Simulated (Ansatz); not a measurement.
Be₂C (antifluorite type, space group Fm-3m)

```yaml
crystal:
  lattice:
    - [0.00000, 2.16420, 2.16420]
    - [2.16420, 0.00000, 2.16420]
    - [2.16420, 2.16420, 0.00000]
  atoms:
    - { symbol: Be, position: [0.75000, 0.75000, 0.75000] }
    - { symbol: Be, position: [0.25000, 0.25000, 0.25000] }
    - { symbol: C, position: [0.00000, 0.00000, 0.00000] }
```

The volume is varied about the relaxed value V₀ at fixed cell shape. Symmetry pins the atoms to their sites.

The numbers are results of PBE (plane waves to 420 eV, PAW, scalar-relativistic; Ansatz, a quantum-chemistry and plane-wave program), not measurements. k mesh 13×13×13 (Γ-centred), Fermi-Dirac smearing 0.05 eV. The energy includes the smearing's −TS. Be2C was relaxed with its symmetry unable to fall. The zero of ΔE is the relaxed starting cell.

```csv
V (Å³/atom),ΔE (meV/atom)
5.676,141.1
5.947,74.1
6.217,30.9
6.487,7.2
6.758,0.0
7.028,6.4
7.298,24.2
7.569,51.6
7.839,87.0
```

### Question
What is the fitted pressure derivative B₀′?

### Answer
3.5.

### Question
What bulk modulus B₀ follows from a third-order Birch-Murnaghan fit?

### Answer
202 GPa. Check by three points about V = 6.758 Å³/atom, step 0.270: d²E/dV² ≈ (7.2 − 2·0.0 + 6.4) meV / 0.270² = 0.186 eV/Å⁶, and V·d²E/dV² × 160.2 = 202 GPa.

(Under strain, the slope of the energy per volume gives the stress and its curvature an elastic modulus.)
